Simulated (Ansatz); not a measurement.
**Data sheet: HfSi (DFT)**

HfSi:
```yaml
crystal:
  lattice:
    - [3.25072, 0.00000, 0.00000]
    - [0.00000, 3.25072, 0.00000]
    - [0.00000, 0.00000, 3.25072]
  atoms:
    - { symbol: Hf, position: [0.00000, 0.00000, 0.00000] }
    - { symbol: Si, position: [0.50000, 0.50000, 0.50000] }
```

Space group Pm-3m (No. 221), CsCl type; conventional cell a = 3.2507 Å, b = 3.2507 Å, c = 3.2507 Å, α = 90.00°, β = 90.00°, γ = 90.00°.

Method: PBEsol (plane waves, PAW; program Ansatz). The cell and atoms are relaxed at this level. Other levels are named where they apply.

### Cell and energy

```
Item                                                          Result
-----------------------------------------------------  -------------
Volume per atom                                             17.18 Å³
Density                                                   9.99 g/cm³
Formation energy from the elements (no fitted shifts)  -0.32 eV/atom
```

### Electronic structure

```
Property                                                                   Result
------------------------------------  -------------------------------------------
Electronic character                                            metallic (no gap)
Density of states at the Fermi level  1.2 states/eV per atom (mean over ±0.08 eV)
Gap with spin–orbit coupling                                      none (metallic)
```

### Mechanics

```
Property                                                                Value
-------------------------------------  --------------------------------------
Bulk modulus (Birch–Murnaghan fit)                                    134 GPa
Pressure derivative B′                                                    3.9
Elastic constants (relaxed ions, GPa)      C11 = -48.4, C12 = 225, C44 = -109
Mechanical stability                   unstable (C has a negative eigenvalue)
```

### Phonons

```
Property                                       Result
-----------------------------  ----------------------
Highest zone-centre frequency               224 cm^-1
Zone-centre stability          no imaginary mode at Γ
```

The cell is a constructed one: a structure type filled with these elements; neither database checked (COD, Materials Project) lists it. COD files the formula under space group No. 62. Its standing as an ambient phase is unchecked. Symmetry was held in the PBEsol relaxation. No spin polarisation was allowed. As this level gives no gap, shear constants depend on the k-mesh and smearing (Fermi–Dirac, 0.1 eV here). As this level gives no gap, phonon frequencies hold no LO–TO term and depend on the k-mesh and smearing (Fermi–Dirac, 0.1 eV here). The references are the lowest solids computed at this level, not always the standard phases. Spin–orbit coupling is left out wherever it is not named.

Potentials: the earlier of the program's two PAW sets. The files were generated under PBE; for other functionals the program regenerates the frozen cores, and for LDA and PBEsol the local potential too.
